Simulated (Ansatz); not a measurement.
**Formation energy of TiCo**

Method: r²SCAN, scalar-relativistic; collinear spin; PAW, 500 eV, 12×12×12 k-mesh, Gaussian smearing of 0.05 eV; code Ansatz; PAW files: Ansatz's generated set soft_2.

The chain of runs began from a structure of the Materials Project database, expanded in volume; all values here are this work's own. Such entries can be computed or ordered models and not known phases.

The structure is cubic, space group Pm-3m (No. 221). Conventional cell: a = 2.989 Å, b = 2.989 Å, c = 2.989 Å, α = 90.00°, β = 90.00°, γ = 90.00°. Ti (site symmetry m-3m) has 8 Co at 2.59 Å as nearest neighbours. Around Co (site symmetry m-3m) lie 8 Ti at 2.59 Å. (Neighbours are counted to 15 % beyond the shortest distance.)

The elements were computed in their standard states with the same datasets, cutoff and functional. The compound's run is ferromagnetic, with site spin moments Ti -0.27; Co 1.41 μB. Total energies depend on the potentials used, so only differences within one code and one set of settings carry meaning.

Energy of the relaxed cell (2 atoms, smearing extrapolated to zero): -7636.755 eV. Elements, in eV/atom: Ti -2504.370, Co -5131.527.

Q: What is the formation energy?

A: [-7636.755 − (1 × -2504.370 + 1 × -5131.527)] / 2 = -0.43 eV/atom, or -41 kJ per mole of atoms.

The value is for 0 K, without zero-point energy. A negative value shows stability against the elements alone, not against other compounds or structures.

The run wasn't fully tested for a lower electronic state. Site moments are of spin, integrated over atomic spheres.
